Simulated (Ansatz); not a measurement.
## Where the states of H$_{2}$Pb lie

```
Pb H
1.0
     3.75005    0.00000    0.00000
    -1.87503    3.24764    0.00000
     0.00000    0.00000    3.64397
Pb H
1 2
Direct
  0.00000 0.00000 0.00000
  0.33333 0.66667 0.22862
  0.66667 0.33333 0.77138
```

The structure comes from a relaxation in the same program, started in the CdI2 type, and has space group P-3m1. Whether it is a known phase or the ground state wasn't checked.

No spin–orbit coupling, which matters for the heavy atoms here.

All numbers below come from DFT, PBE, all-electron LAPW, scalar-relativistic in Ansatz 0.2.0.

The runs use a Γ-centred 11×11×6 k mesh, Fermi–Dirac smearing of 0.05 eV, basis error target 1 meV/atom, no spin polarisation; the mesh is coarse along some axis.

States per eV and cell, averaged over 0.4 eV, from -11.0 to 2.0 eV, with energies (bin centres) from the Fermi level; empty bins are left out. 

```csv
E (eV),total
-10.9,0.14
-10.5,0.28
-10.1,0.41
-9.7,0.53
-9.3,0.55
-8.9,0.60
-8.5,0.74
-8.1,0.77
-7.7,0.57
-7.3,0.34
-6.9,0.07
-5.7,0.12
-5.3,0.35
-4.9,0.70
-4.5,0.82
-4.1,0.92
-3.7,0.96
-3.3,0.74
-2.9,0.68
-2.5,0.85
-2.1,1.01
-1.7,0.87
-1.3,0.71
-0.9,0.47
-0.5,0.44
-0.1,0.55
0.3,0.49
0.7,0.47
1.1,0.50
1.5,0.55
1.9,0.69
```
